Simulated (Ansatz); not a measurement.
## Two Ansatz runs on TiPt3

Structure from Materials Project entry mp-12107 (possibly hypothetical), not relaxed further.

First run: DFT, r2SCAN, all-electron PAW with datasets made for the crystal, scalar-relativistic (Ansatz 0.2.0).

Command: `ansatz run input.yaml --threads 1 --pin off --max-ram 4096MiB --backend cpu --events-out ev --progress --plain --runs-dir out` The run took 67 s on 1 thread of Arm Neoverse V1, on a shared host.

```yaml
crystal:
  lattice:
    - [3.9245256, 0.0, 0.0]
    - [0.0, 3.9245256, 0.0]
    - [0.0, 0.0, 3.9245256]
  atoms:
    - { symbol: Ti, position: [0.0, 0.0, 0.0] }
    - { symbol: Pt, position: [0.5, 0.5, 0.0] }
    - { symbol: Pt, position: [0.5, 0.0, 0.5] }
    - { symbol: Pt, position: [0.0, 0.5, 0.5] }
kpoints:
  mp_grid: { grid: [9, 9, 9] }
  band_path:
    path:
      - [0.0, 0.0, 0.0]
      - [0.0, 0.5, 0.0]
      - [0.5, 0.5, 0.0]
      - [0.0, 0.0, 0.0]
      - [0.5, 0.5, 0.5]
      - [0.0, 0.5, 0.0]
      - [0.5, 0.5, 0.5]
      - [0.5, 0.5, 0.0]
    npoints: 8
scf:
  occupations: { method: fermi_dirac, width: 0.05 }
hamiltonian:
  xc: r2scan
  pseudopotentials: { kind: all_electron, datasets: crystal }
output:
  forces: true
  stress: true
  eigenvalues: true
  efg: { contact_densities: true }
```

Result: converged; pressure -0.66 GPa; no gap on the k mesh; 16 SCF iterations.

No spin–orbit coupling, which matters for the heavy atoms here.

A second run of a changed input logged this at its end:

```
Error: invalid value for `scf.convergence.dr2_threshold`: must be finite and > 0; got 0 eV
```

Problem. What was wrong with the input?

Solution. A threshold that can't be met, by this change (others could give a like log):
```diff
@@ -24,4 +24,6 @@
 scf:
   occupations: { method: fermi_dirac, width: 0.05 }
+  convergence: { dr2_threshold: 0.0 }
+  max_iter: 50
 hamiltonian:
   xc: r2scan
```
